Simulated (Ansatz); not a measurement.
Space group P4/mmm (No. 123). a = 3.490 Å, b = 3.490 Å, c = 4.324 Å, α = 90.00°, β = 90.00°, γ = 90.00°
```json
{"atom": "Y", "site": "1a", "symmetry": "4/mmm", "x": "0.0000", "y": "0.0000", "z": "0.0000"}
{"atom": "In", "site": "1d", "symmetry": "4/mmm", "x": "0.5000", "y": "0.5000", "z": "0.5000"}
```

Equation of state of this YIn structure (not necessarily the ground state), with shape and atoms relaxed at each volume where symmetry leaves them free. It has no gap at any of these volumes. Method: Ansatz 0.2.0, DFT r2SCAN, scalar-relativistic, plane waves, PAW.

Plane waves to 500 eV, a k mesh through Γ of 12×12×10 on the computed 2-atom cell and Gaussian smearing (0.10 eV); no spin polarisation.

```tsv
V (Å³/atom)	E − E(largest V) (meV/atom)	P (GPa)
24.749	3.44	4.37
25.539	-11.96	2.01
26.329	-16.64	0.00
27.119	-12.15	-1.72
27.908	0.00	-3.16
```

Question: Fit a third-order Birch–Murnaghan equation to E(V).

Answer: V0 = 26.32 Å³/atom, B0 = 62 GPa, B0' = 4.6.